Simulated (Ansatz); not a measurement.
Harmonic vibrational thermodynamics of Ca (fcc (Cu type), Fm-3m) at fixed volume, PBEsol (plane waves, PAW; program Ansatz). The rows extrapolate the 0 K crystal and know nothing of melting or changes of phase.

| T (K) | F_vib (meV/atom) | S (J/K per mol of atoms) | C_V (J/K per mol of atoms) |
|---|---|---|---|
| 50 | 20.4 | 5.6 | 11.3 |
| 100 | 14.6 | 16.6 | 19.8 |
| 200 | -11.3 | 31.9 | 23.5 |
| 300 | ___ | ___ | 24.3 |
| 400 | -96.5 | ___ | ___ |
| 600 | -208.3 | 58.6 | 24.8 |
| 800 | -337.5 | 65.7 | 24.8 |
| 1000 | ___ | 71.3 | ___ |

### Question
Fill in the missing entries.

### Answer

- 400, S (J/K per mol of atoms): 48.6
- 400, C_V (J/K per mol of atoms): 24.6
- 300, F_vib (meV/atom): -49.6
- 300, S (J/K per mol of atoms): 41.6
- 1000, C_V (J/K per mol of atoms): 24.9
- 1000, F_vib (meV/atom): -479.8

The PBEsol relaxation kept the symmetry of its start.

Potentials: the earlier of the program's two PAW sets. The files were generated under PBE; for other functionals the program regenerates the frozen cores, and for LDA and PBEsol the local potential too.
